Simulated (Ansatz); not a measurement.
Zr7As4:
```
CELL_PARAMETERS angstrom
      8.13046     1.85116     0.00000
     -8.13046     1.85116     0.00000
     -3.89471     0.00000    14.61420
ATOMIC_POSITIONS crystal
  Zr 0.00000 0.00000 0.00000
  Zr 0.50000 0.50000 0.50000
  Zr 0.57009 0.42991 0.16601
  Zr 0.42991 0.57009 0.83399
  Zr 0.80501 0.19499 0.69203
  Zr 0.19499 0.80501 0.30797
  Zr 0.79444 0.20556 0.20400
  Zr 0.20556 0.79444 0.79600
  Zr 0.66163 0.33837 0.96722
  Zr 0.33837 0.66163 0.03278
  Zr 0.99687 0.00313 0.33612
  Zr 0.00313 0.99687 0.66388
  Zr 0.82057 0.17943 0.45646
  Zr 0.17943 0.82057 0.54354
  As 0.82181 0.17819 0.89141
  As 0.17819 0.82181 0.10859
  As 0.62712 0.37288 0.39995
  As 0.37288 0.62712 0.60005
  As 0.63033 0.36967 0.65992
  As 0.36967 0.63033 0.34008
  As 0.93801 0.06199 0.14975
  As 0.06199 0.93801 0.85025
```

Relaxed with r²SCAN. Special points in fractions of this cell's reciprocal vectors: Γ (0.000, 0.000, 0.000); C (0.264, 0.264, 0.000); C2 (-0.264, 0.736, 0.000); Y2 (-0.500, 0.500, 0.000); M2 (-0.500, 0.500, 0.500); D (-0.260, 0.740, 0.500); D2 (0.260, 0.260, 0.500); A (0.000, 0.000, 0.500); L2 (0.000, 0.500, 0.500); V2 (0.000, 0.500, 0.000).

### Question
List the band energies nearest the Fermi level at these points for the program Ansatz at the r²SCAN level (PAW).

### Answer
In eV from the Fermi level; about four levels below and three above (degenerate sets whole), none deeper than 8.9 eV; points with the same levels are listed once.

```tsv
k	below	above
Γ	-0.44 -0.43 -0.37 -0.09	0.06 0.08 0.29
C	-0.47 -0.39 -0.29 -0.15	0.30 0.51 0.75
Y2	-0.11 -0.05 -0.05 -0.02	0.21 0.24 0.26
M2	-0.44 -0.41 -0.07 -0.05	0.16 0.28 0.38
D	-0.45 -0.29 -0.24 -0.09	0.13 0.13 1.10
A	-0.26 -0.15 -0.11 -0.08	0.00 0.05 0.25
L2	-0.41 -0.38 -0.26 -0.03	0.19 0.22 1.10
V2	-0.55 -0.44 -0.42 -0.34	0.04 0.20 0.39
```

Space group C2/m. The first step of the workflow began from a Materials Project structure, measured or hypothetical; the Crystallography Open Database copy checked does not list it. Whether it is the stable phase at ambient conditions was not checked. Symmetry was held in the r²SCAN relaxation; its stability against distortions is not shown here. The run is not spin-polarised. Scalar-relativistic: spin–orbit coupling is off unless named, which matters more the heavier the elements.

Potentials: the later of the program's two PAW sets.
